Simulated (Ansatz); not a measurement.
Nb3Ir (Cu3Au type, Pm-3m) at seven volumes, r²SCAN (plane waves, PAW; program Ansatz), scaled uniformly. One row is withheld.

```tsv
V (Å³/atom)	P (GPa)
15.550	24.36
16.062	15.04
16.575	6.97
17.087	0.00
17.600	-6.02
18.113	?
18.625	-15.62
```

**Question.** Fit the shown pressures and predict the withheld one.

**Answer.** Third-order Birch–Murnaghan: P = (3/2)B₀(x^(7/2) − x^(5/2))[1 + (3/4)(B′ − 4)(x − 1)] with x = (V₀/V)^(2/3). Least squares on the six rows gives V₀ = 17.088 Å³/atom, B₀ = 214.9 GPa, B′ = 3.92. At V = 18.113, x = 0.9619 and P = -11.17 GPa. The run itself gave -11.19 GPa.

A made-up cell: these elements were put on the sites of a structure type; neither database checked (COD, Materials Project) lists it. COD files the formula under space group No. 223. Its standing as an ambient phase is unchecked. Symmetry was held in the r²SCAN relaxation. At this level the phase is mechanically unstable. The run is not spin-polarised. Spin–orbit coupling is left out wherever it is not named.

Potentials: the earlier of the program's two PAW sets.
